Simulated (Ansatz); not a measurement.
AgPt:
```xyz
2
Lattice="2.7897 0.0000 0.0000 0.0000 2.7897 0.0000 0.0000 0.0000 4.2604" Properties=species:S:1:pos:R:3 pbc="T T T"
Ag     0.0000     0.0000     0.0000
Pt     1.3948     1.3948     2.1302
```

Relaxed with PBE. Special points in fractions of this cell's reciprocal vectors: Γ (0.000, 0.000, 0.000); X (0.000, 0.500, 0.000); M (0.500, 0.500, 0.000); Z (0.000, 0.000, 0.500); R (0.000, 0.500, 0.500); A (0.500, 0.500, 0.500).

Question: List the band energies nearest the Fermi level at these points for plane-wave PAW PBE with spin–orbit coupling (Ansatz code).

Answer: In eV from the Fermi level; about four levels below and three above (degenerate sets whole), none deeper than 8.9 eV; points with the same levels are listed once.

```tsv
k	below	above
Γ	-0.55 -0.55 -0.37 -0.37	0.41 0.41 1.24 1.24
X	-1.70 -1.70 -0.61 -0.61	0.33 0.33 2.52 2.52
M	-0.86 -0.86 -0.13 -0.13	1.28 1.28 2.21 2.21
Z	-1.13 -1.13 -0.95 -0.95	0.14 0.14 14.30 14.30
R	-0.53 -0.53 -0.19 -0.19	0.11 0.11 0.30 0.30
A	-2.03 -2.03 -1.15 -1.15	1.22 1.22 5.90 5.90
```

Space group P4/mmm (L1₀ or tetragonal B2). The start of the workflow was typed in or built on a structure type; neither database checked (COD, Materials Project) lists it. Its standing as an ambient phase is unchecked. Symmetry was held in the PBE relaxation; its stability against distortions is not shown here. The run is not spin-polarised.

Potentials: the earlier of the program's two PAW sets.
